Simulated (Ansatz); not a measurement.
# Zone-centre phonons of TaN at 30 GPa: input and output

Method: DFT LDA, scalar-relativistic, plane waves, PAW in Ansatz 0.2.0.

Launched with:
```bash
ansatz run input.yaml --threads 1 --pin off --max-ram 3072MiB --backend cpu --events-out ev --progress --plain --runs-dir out
```

Input (bare energies are in eV):
```yaml
crystal:
  lattice:
    - [2.8371000754, 0.0, 0.0]
    - [-1.4185500377, 2.4570007384, 0.0]
    - [0.0, 0.0, 2.7953070436]
  atoms:
    - { symbol: Ta, position: [0.3333333333, 0.6666666667, 0.5] }
    - { symbol: "N", position: [0.0, 0.0, 0.0] }
basis:
  ecutwfc: 420
kpoints:
  mp_grid: { grid: [18, 18, 14] }
hamiltonian:
  xc: lda
scf:
  occupations: { method: fermi_dirac, width: 0.15 }
output:
  eigenvalues: true
phonons:
  method: dfpt
  eigenvectors: true
```

Results section of the output:
```
--- Phonons (Γ-DFPT): 4 representative perturbations + reference, on 728 of 4536 k-points (Σ response iterations 12) ---
  k mesh reduced under 4 symmetry operations, with k and −k counted as one. Each operation leaves every solved displacement unchanged or reverses it
  ASR residual: 1.262e-4 → 0.000e0 eV/Å²; symmetrization residual: 3.868e-7 eV/Å²
  ASR residual per site (eV/Å²): 1.26e-4 2.40e-5
  Γ frequencies (cm⁻¹): 0.00 0.00 0.00 603.59 603.59 655.71
  non-analytic LO–TO correction: not included (Born effective charges unavailable; polar crystals: no LO–TO splitting at Γ)
```

Time: 2.4 min on 1 thread of Intel(R) Xeon(R) Processor @ 2.50GHz (Skylake/Cascade Lake), with other jobs on the host, peak memory 0.85 GiB.

In a metal, frequencies and elastic constants depend on the k mesh and the smearing, soft modes and shear constants most. Spin–orbit coupling is left out, which matters for heavy elements. Other phases may be more stable at this pressure. A semilocal functional can close a gap that the real compound has.

This form isn't the usual stable structure of the compound at low pressure.